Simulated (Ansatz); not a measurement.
YSi₂Ir₂ (P4/nmm): electronic heat capacity and spin susceptibility from the density of states

Level of theory: DFT PBEsol, scalar-relativistic, plane waves, PAW (Ansatz 0.2.0).

Cutoff 420 eV; k points 10×10×4 on the computed 10-atom cell (Γ-centred); Gaussian smearing, width 0.10 eV; no spin polarisation.

Relaxed cell: P4/nmm, a = 4.091 Å, b = 4.091 Å, c = 9.771 Å, α = 90.00°, β = 90.00°, γ = 90.00°, 10 atoms in the primitive cell.

The density of states at the Fermi level is 5.249 states/eV in the cell of 10 atoms (2 formula units; both spins, tetrahedra on a 15×15×6 mesh).

**Question.** What Sommerfeld coefficient and Pauli susceptibility does this give?

**Answer.** Per formula unit N(E_F) = 2.624 states/eV. γ = (π²/3) k_B² N(E_F) N_A = 2.357 mJ/(mol K²) per state/eV, so γ = 6.2 mJ/(mol K²), a mole of formula units. χ_P = μ_B² N(E_F) N_A = 3.23×10⁻⁵ emu/mol per state/eV gives 8.5×10⁻⁵ emu/mol. This is the bare band result: a measured γ of the same phase is as a rule larger by a factor 1 + λ from phonons and spin fluctuations, the spin part of χ is larger by the Stoner factor, and a measured χ also holds orbital and core terms. N(E_F) at one energy is sensitive to the mesh where the density of states has sharp peaks.

Spin-orbit coupling is left out, which matters for the bands of heavy elements.

Cost: 1 run of about 5.8 core-minutes, on Arm Neoverse V1 (shared hosts).